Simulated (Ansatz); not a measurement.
OsC:
```
CELL_PARAMETERS angstrom
      2.69012     0.00000     0.00000
      0.00000     2.69012     0.00000
      0.00000     0.00000     2.69012
ATOMIC_POSITIONS crystal
  Os 0.00000 0.00000 0.00000
  C  0.50000 0.50000 0.50000
```

Relaxed with PBE. Special points in fractions of this cell's reciprocal vectors: Γ (0.000, 0.000, 0.000); X (0.000, 0.500, 0.000); M (0.500, 0.500, 0.000); R (0.500, 0.500, 0.500).

Q: List the band energies nearest the Fermi level at these points for the program Ansatz at the PBE level (PAW).

A: In eV from the Fermi level; about four levels below and three above (degenerate sets whole), none deeper than 8.9 eV; points with the same levels are listed once.

| k | below | above |
|---|---|---|
| Γ | -6.53 -6.53 -0.51 -0.51 -0.51 | 0.25 0.25 0.25 |
| X | -5.61 -4.65 -4.65 | 0.64 2.13 5.36 5.36 |
| M | -5.36 -5.36 -2.09 -2.09 | 0.84 1.60 2.51 |
| R | -8.51 | 2.70 2.70 6.17 6.17 6.17 |

Space group Pm-3m (CsCl type). A made-up cell: these elements were put on the sites of a structure type; neither database checked (COD, Materials Project) lists it. Its standing as an ambient phase is unchecked. Symmetry was held in the PBE relaxation; whether a distortion lowers the energy is not shown. No spin polarisation was allowed. Scalar-relativistic: spin–orbit coupling is off unless named, which matters more the heavier the elements.

Potentials: the earlier of the program's two PAW sets.
